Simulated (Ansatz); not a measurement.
C (fcc (Cu type), Fm-3m) under volume change, plane-wave PAW LDA (Ansatz code), scaled uniformly.

```json
[
 {"V (Å³/atom)": "6.208", "E − E(relaxed) (meV/atom)": "38.5", "P (GPa)": "21.38"},
 {"V (Å³/atom)": "6.413", "E − E(relaxed) (meV/atom)": "…", "P (GPa)": "…"},
 {"V (Å³/atom)": "6.617", "E − E(relaxed) (meV/atom)": "…", "P (GPa)": "…"},
 {"V (Å³/atom)": "6.822", "E − E(relaxed) (meV/atom)": "0.0", "P (GPa)": "-0.01"},
 {"V (Å³/atom)": "7.027", "E − E(relaxed) (meV/atom)": "3.2", "P (GPa)": "-4.68"},
 {"V (Å³/atom)": "7.231", "E − E(relaxed) (meV/atom)": "11.7", "P (GPa)": "-8.55"},
 {"V (Å³/atom)": "7.436", "E − E(relaxed) (meV/atom)": "24.9", "P (GPa)": "-12.06"}
]
```

Problem. What belongs in the gaps?

Solution. 
- 6.617, E − E(relaxed) (meV/atom): 3.9
- 6.617, P (GPa): 6.25
- 6.413, E − E(relaxed) (meV/atom): 16.4
- 6.413, P (GPa): 13.45

Problem. What does a third-order Birch–Murnaghan fit give for V₀, B₀ and B′?

Solution. V₀ = 6.83 Å³/atom, B₀ = 177 GPa, B′ = 5.0.

The start of the workflow was typed in or built on a structure type; neither database checked (COD, Materials Project) lists it. It is not the phase usual at ambient conditions (space group No. 194, 227). Symmetry was held in the LDA relaxation. At this level the phase is mechanically unstable. The volume moved by -40 % from the start of the relaxation.

Potentials: the earlier of the program's two PAW sets.
